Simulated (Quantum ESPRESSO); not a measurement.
## Si3GaGe3P (a curve over strain)

A calculation, not a measurement. The program is pw.x of Quantum ESPRESSO 7.5 (plane-wave density functional theory). The cell is made up: 8 atoms on a zincblende/diamond lattice, with randomly drawn elements, strain and displacements, not relaxed. PseudoDojo standard norm-conserving files (v0.5 for PBE, v0.4.1 for LDA and PBEsol) set the functional; there is no spin polarisation, spin-orbit coupling or dispersion term, and the masses in the input are unused placeholders.

Seven runs add a strain to one cell (the same linear strain along x, y and z); the atoms follow the cell and are not relaxed. Stress in the table is positive in tension.

Input of the run at +0.0019:

```
&control calculation='scf', pseudo_dir='./dojo.nc.sr.pbe.v0_5.standard.upf', outdir='./o', disk_io='medium', tprnfor=.true., tstress=.true. /
&system ibrav=0, nat=8, ntyp=4, nbnd=46, ecutwfc=79.96652505, nosym=.true., tot_charge=0,
 occupations='smearing', smearing='fd', degauss=0.0073498644
/
&electrons conv_thr=7.350e-09, electron_maxstep=60, /
ATOMIC_SPECIES
Ga 1.0 Ga.upf
Ge 1.0 Ge.upf
P 1.0 P.upf
Si 1.0 Si.upf
CELL_PARAMETERS angstrom
5.4767 -0.0819 -0.0202
-0.0819 5.4299 0.0365
-0.0202 0.0365 5.4781
ATOMIC_POSITIONS angstrom
Si -0.0515 -0.0526 0.0506
Ga 0.0675 2.6486 2.7712
Ge 2.7406 0.0396 2.6671
Ge 2.7096 2.7339 0.0607
P 1.3022 1.3066 1.4896
Si 1.2999 4.0889 4.0943
Ge 4.0895 1.2666 3.9907
Si 3.9742 4.0453 1.3254
K_POINTS automatic
6 6 6 1 1 1
```

| added strain | free energy less that of the input shown (eV) | stress xx (GPa) | stress yy (GPa) | stress zz (GPa) | stress xy (GPa) | pressure (GPa) | iterations |
| --- | --- | --- | --- | --- | --- | --- | --- |
| -0.0143 | 0.4907 | -13.28 | -13.45 | -12.05 | -5.65 | 12.93 | 10 |
| -0.0104 | 0.3500 | -11.85 | -12.05 | -10.66 | -5.44 | 11.52 | 10 |
| -0.0079 | 0.2677 | -10.97 | -11.18 | -9.81 | -5.30 | 10.65 | 10 |
| +0.0019 | 0.0000 | -7.78 | -8.06 | -6.72 | -4.80 | 7.52 | 10 |
| +0.0083 | -0.1298 | -5.91 | -6.23 | -4.91 | -4.49 | 5.68 | 10 |
| +0.0154 | -0.2342 | -4.03 | -4.37 | -3.09 | -4.18 | 3.83 | 10 |
| +0.0222 | -0.2990 | -2.39 | -2.76 | -1.51 | -3.89 | 2.22 | 10 |

A cubic fit gives a slope of stress xx against the added strain of 312 GPa at zero added strain, with the atoms clamped. Across the table the free energy follows the integral of the stress to within 1.1 meV. A rerun of one of the cells at 1377 eV and a 8 x 8 x 8 mesh moved values by no more than 0.003 eV in energy, 0.03 GPa in stress and 0.004 eV/Å in force.